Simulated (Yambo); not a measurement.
Yambo run on NaH (rock salt, space group Fm-3m, No. 225). The wavefunctions are norm-conserving PBEsol (Quantum ESPRESSO, 88 Ry, scalar-relativistic) ones on a 6×6×6 mesh (5 occupied bands); a = b = c = 3.3749 Å, α = β = γ = 60.00°.

Yambo input:

```
rim_cut
HF_and_locXC
RandQpts= 1000000
RandGvec= 1 Ry
EXXRLvcs= 88 Ry
VXCRLvcs= 352 Ry
% QPkrange
 1 | 1 | 5 | 6 |
 4 | 4 | 5 | 6 |
 13 | 13 | 5 | 6 |
 16 | 16 | 5 | 6 |
%
```

k points by index: 1 = Γ, 4 = L, 13 = X, 16 = (0.167, -0.5, -0.333).

The o-*.hf file then holds:

```
#    K-point    Band    Eo [eV]    Ehf [eV]    Vxc [eV]    Vnlxc [eV]
#
    1    5    -3.773544    -8.791882    -8.891577    -13.90992
    1    6    10.79546    16.46841    -10.64300    -4.970049
    4    5    -0.871157    -4.781830    -10.24205    -14.15272
    4    6    3.676986    7.592281    -7.483255    -3.567960
    13    5    -0.139891    -3.776271    -10.21391    -13.85029
    13    6    4.527791    8.564949    -7.961864    -3.924706
    16    5    0.000000    -3.605266    -10.38896    -13.99422
    16    6    5.156312    9.367234    -7.849686    -3.638764
```
Exchange alone, without screening.

Geometry of the Materials Project entry, not relaxed at this level.
